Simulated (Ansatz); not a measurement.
Sn (diamond), conventional cell a = b = c = 6.6558 Å, α = β = γ = 90.00°. The calculation uses the primitive cell of 2 atoms, to which meshes and values per cell refer.

This relaxed cell (volume V₀) is scaled evenly in all directions, its shape held. Symmetry pins the atoms to their sites.

The numbers are results of PBE (plane waves to 420 eV, PAW, scalar-relativistic; Ansatz, a quantum-chemistry and plane-wave program), not measurements. k mesh 12×12×12 (Γ-centred), Fermi-Dirac smearing 0.05 eV. The energy includes the smearing's −TS. Stress and pressure are positive under compression. Sn was relaxed with its symmetry unable to fall. The PAW data are Ansatz's earlier set. The relaxed volume of Sn is well above the measured one; the method has no dispersion term. ΔE is measured from the relaxed starting cell.

```
V/V₀   ΔE (meV/atom)  P (GPa)
-----  -------------  -------
0.840            148      9.5
0.880             76      6.2
0.920             31      3.6
0.960              7      1.6
1.000              0      0.0
1.040              6     -1.3
1.080             23     -2.3
1.120             47     -3.1
1.160             79     -3.7
```

Read from the data:

| Property | Value |
|---|---|
| Pressure at the smallest volume | 9.5 GPa |
| Energy cost of the largest compression | 148 meV/atom |
| Energy cost of the largest expansion | 79 meV/atom |
| Bulk modulus B₀ (third-order Birch-Murnaghan fit) | 35.7 GPa |
| Pressure derivative B₀′ (fit) | 4.8 |
| Equilibrium volume of the fit | 36.86 Å³/atom |
| Pressure for 5 % compression (fit) | 2.1 GPa |

(A scan under strain: stresses follow from slopes of the energy per volume, elastic moduli from its curvatures.)
